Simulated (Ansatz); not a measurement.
Given:

C (diamond, Fd-3m), a = b = c = 3.560 Å, α = β = γ = 90.00°; the cell used has 2 atoms.

This is the r²SCAN-relaxed structure.

All from plane-wave PAW r²SCAN (Ansatz code), unless another level is named. Give the smallest direct gap on the standard path.

5.90 eV.

And the band gap?

4.36 eV (indirect).

Next, the conduction-band minimum?

on the Γ–X line, 72 % of the way from Γ (6 equivalent valleys).

What about the valence-band maximum?

at Γ.

The cell was relaxed with r²SCAN under the symmetry of its start.

Potentials: the later of the program's two PAW sets.
